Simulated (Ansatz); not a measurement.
MgTePb2O6:
Space group Fm-3m (No. 225); a = 7.9731 Å, b = 7.9731 Å, c = 7.9731 Å, α = 90.00°, β = 90.00°, γ = 90.00°

```tsv
atom	site	symmetry	x	y	z
Mg	4a	m-3m	0.0000	0.0000	0.0000
Te	4b	m-3m	0.5000	0.5000	0.5000
Pb	8c	-43m	0.2500	0.2500	0.2500
O	24e	4m.m	0.0000	0.0000	0.2583
```
(The calculation used a cell of 10 atoms; values per cell refer to that cell.)

Relaxed with PBEsol. DFT-PBEsol in the program Ansatz with PAW potentials gives a gap of 2.55 eV.

Task: What gap does HSE06 give on the same cell (Ansatz, PAW)?

Result: 4.02 eV, 1.48 eV more. The hybrid was solved on a coarser mesh and at special points; its gap is the smallest among all of these.

```tsv
k	v1 PBEsol	c1 PBEsol	v1 HSE06	c1 HSE06
Γ	-0.04	2.55	-0.36	4.02
X	0.00	3.00	[?]	[?]
L	-0.47	3.74	[?]	[?]
W	-0.31	3.96	[?]	[?]
K	-0.22	3.63	[?]	[?]
```

Task: Top valence (v1) and lowest conduction level (c1) in eV from each method's valence maximum (which need not be a listed point): supply the withheld HSE06 values.

Result: 
- L, v1 HSE06: -0.65
- L, c1 HSE06: 5.10
- X, v1 HSE06: 0.00
- X, c1 HSE06: 4.22
- W, v1 HSE06: -0.32
- W, c1 HSE06: 5.19
- K, v1 HSE06: -0.23
- K, c1 HSE06: 4.85

Cost on shared cores: the PBEsol run (SCF on a 6×6×6 mesh, then bands and DOS) very roughly 80 core-seconds, the HSE06 run (SCF on 4×4×4, then a few points) roughly 6 core-minutes; the tasks are unlike.

The workflow started from a Materials Project entry (that database holds measured and hypothetical structures alike); the Crystallography Open Database files this formula in space group No. 225, but the cells were not matched. Its standing as an ambient phase is unchecked. The cell was relaxed with PBEsol under the symmetry of its start; whether a distortion lowers the energy is not shown. Spin–orbit coupling is left out wherever it is not named.

Potentials: the later of the program's two PAW sets.
